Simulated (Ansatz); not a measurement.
TiAl (CuAu type, space group P4/mmm)

```
CELL_PARAMETERS angstrom
      5.62584     0.00000     0.00000
      0.00000     2.81292     0.00000
      0.00000     0.00000     4.05841
ATOMIC_POSITIONS crystal
  Al 0.25000 0.50000 0.50000
  Al 0.75000 0.50000 0.50000
  Ti 0.00000 0.00000 0.00000
  Ti 0.50000 0.00000 0.00000
```

Scan: atom 2 (Al, nearest neighbour Al at 2.813 Å; its periodic images, 2.8 Å or more away, move with it) is displaced along Cartesian [110], direction (0.707, 0.707, 0.000) in Cartesian axes, by s. The other atoms stay.

All values below come from r2SCAN (plane waves to 500 eV, PAW, scalar-relativistic; Ansatz, a first-principles code). k mesh 7×13×9 (Γ-centred), Fermi-Dirac smearing 0.05 eV. With partly filled bands, energies and forces of such displacements shift with the k mesh and the smearing. F∥ is the force on the atom along that direction. TiAl is run without spin polarisation. TiAl was relaxed with its symmetry unable to fall. 

```csv
s (Å),F∥ (eV/Å)
-0.560,3.681
-0.448,2.888
-0.336,2.120
-0.224,1.386
-0.112,0.684
0.000,0.000
0.112,-0.684
0.224,-1.386
0.336,-2.120
0.448,-2.888
0.560,-3.681
```

### Question
What is the force constant k = d²E/ds² of this move at s = 0?

### Answer
6.08 eV/Å². The forces along the line at the two nearest points give (0.684 − (-0.684)) / (2·0.112) = 6.11 eV/Å²; the next pair corrects for the finite step.

(A displaced cell: forces are minus the slopes of the energy, force constants its curvatures, and phonons follow from these.)
